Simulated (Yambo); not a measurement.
Yambo run on Mg₂Si (space group Fm-3m, No. 225). The wavefunctions come from this Quantum ESPRESSO step (PBE, PseudoDojo standard norm-conserving files, scalar-relativistic):

```
&CONTROL
  calculation = 'nscf'
  pseudo_dir = './pseudo'
  outdir = './out'
/
&SYSTEM
  ibrav = 0
  nat = 3
  ntyp = 2
  ecutwfc = 84.0
  ecutrho = 336.0
  occupations = 'fixed'
  force_symmorphic = .true.
  nbnd = 146
/
&ELECTRONS
  conv_thr = 3.0000000000000004e-09
  diago_full_acc = .true.
  diago_thr_init = 1e-08
/
ATOMIC_SPECIES
Mg 24.3050 Mg.upf
Si 28.0850 Si.upf
CELL_PARAMETERS angstrom
  0.000000000000   3.169820000000   3.169820000000
  3.169820000000   0.000000000000   3.169820000000
  3.169820000000   3.169820000000   0.000000000000
ATOMIC_POSITIONS crystal
Mg   0.250000000000   0.250000000000   0.250000000000
Mg   0.750000000000   0.750000000000   0.750000000000
Si   0.000000000000   0.000000000000   0.000000000000
K_POINTS automatic
4 4 4 0 0 0
```

Yambo input:

```
rim_cut
gw0
dyson
el_el_corr
HF_and_locXC
ppa
em1d
RandQpts= 1000000
RandGvec= 1 Ry
EXXRLvcs= 84 Ry
VXCRLvcs= 336 Ry
Chimod= "HARTREE"
% BndsRnXp
 9 | 143 |
%
NGsBlkXp= 10 Ry
% LongDrXp
 1.0 | 1.0 | 1.0 |
%
PPAPntXp= 27.2114 eV
% GbndRnge
 1 | 143 |
%
GTermKind= "BG"
DysSolver= "n"
ExtendOut
% QPkrange
 1 | 1 | 12 | 13 |
 3 | 3 | 12 | 13 |
 7 | 7 | 12 | 13 |
 8 | 8 | 12 | 13 |
%
```

k points by index: 1 = Γ, 3 = L, 7 = X, 8 = W.

Table of the .qp output:

```
#    K-point    Band    Eo [eV]    E [eV]    E-Eo [eV]    Vxc [eV]    Vnlxc [eV]    Sc|Eo [eV]    Sc|E [eV]    dSc/dw|Eo [eV]    Re(Z)    Im(Z)
#
    1    12    0.000000    -0.585315    -0.585315    -10.09069    -11.31627    0.447198    0.640265    -8.974075    0.751992    -0.002075
    1    13    1.891372    1.839263    -0.052109    -9.244016    -5.189239    -4.123046    -4.106885    -8.469158    0.762634    -0.002001
    3    12    -0.704010    -1.269530    -0.565521    -10.10817    -11.62473    0.760638    0.951041    -9.159769    0.748153    -0.002011
    3    13    1.277320    1.356250    0.078930    -9.718326    -5.910138    -3.704982    -3.729258    -8.352395    0.765138    -0.001914
    7    12    -1.951449    -2.521759    -0.570310    -9.801793    -11.88965    1.315652    1.517550    -9.629754    0.738604    -0.002701
    7    13    0.203369    0.096299    -0.107070    -7.748161    -4.474469    -3.411774    -3.380763    -7.892795    0.775156    -0.001988
    8    12    -2.666656    -3.191773    -0.525118    -9.161976    -11.20636    1.332887    1.519268    -9.650564    0.738164    -0.004948
    8    13    2.679188    2.511091    -0.168097    -8.432640    -4.705563    -3.948208    -3.895173    -8.592059    0.760018    -0.001504
```
(The two width columns are left out.) Convergence of these settings isn't established.

Geometry of the Materials Project entry, not relaxed at this level.
